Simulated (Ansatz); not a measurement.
NbAs2:
```
CELL_PARAMETERS angstrom
      4.63648     1.67205     0.00000
     -4.63648     1.67205     0.00000
     -3.78948     0.00000     6.72847
ATOMIC_POSITIONS crystal
  Nb 0.15692 0.84308 0.19564
  Nb 0.84308 0.15692 0.80436
  As 0.85891 0.14109 0.47152
  As 0.14109 0.85891 0.52848
  As 0.59457 0.40543 0.89164
  As 0.40543 0.59457 0.10836
```

Relaxed with LDA. Special points in fractions of this cell's reciprocal vectors: Γ (0.000, 0.000, 0.000); C (0.293, 0.293, 0.000); C2 (-0.293, 0.707, 0.000); Y2 (-0.500, 0.500, 0.000); M2 (-0.500, 0.500, 0.500); D (-0.268, 0.732, 0.500); D2 (0.268, 0.268, 0.500); A (0.000, 0.000, 0.500); L2 (0.000, 0.500, 0.500); V2 (0.000, 0.500, 0.000).

**Question.** List the band energies nearest the Fermi level at these points for LDA (plane waves, PAW; program Ansatz).

**Answer.** In eV from the Fermi level; about four levels below and three above (degenerate sets whole), none deeper than 8.9 eV; points with the same levels are listed once.

| k | below | above |
|---|---|---|
| Γ | -1.80 -1.16 -0.87 -0.22 | 0.83 1.27 2.08 |
| C | -2.22 -1.62 -1.53 -1.12 | 0.82 0.98 1.67 |
| Y2 | -0.94 -0.77 -0.20 -0.12 | 0.56 0.77 1.88 |
| M2 | -1.79 -0.98 -0.78 -0.75 | 0.11 0.56 1.23 |
| D | -2.36 -2.20 -1.62 -0.76 | 1.06 1.45 1.57 |
| A | -1.77 -1.36 -0.61 -0.19 | 0.11 2.17 2.22 |
| L2 | -1.88 -1.83 -1.36 -0.71 | 0.49 1.31 1.98 |
| V2 | -2.25 -1.94 -1.52 -1.04 | 1.52 2.02 2.34 |

Space group C2/m. The first step of the workflow began from a Materials Project structure, measured or hypothetical; the Crystallography Open Database files this formula in space group No. 12, but the cells were not matched. Its standing as an ambient phase is unchecked. The LDA relaxation kept the symmetry of its start; its stability against distortions is not shown here. No spin polarisation was allowed. Spin–orbit coupling is left out wherever it is not named.

Potentials: the later of the program's two PAW sets.
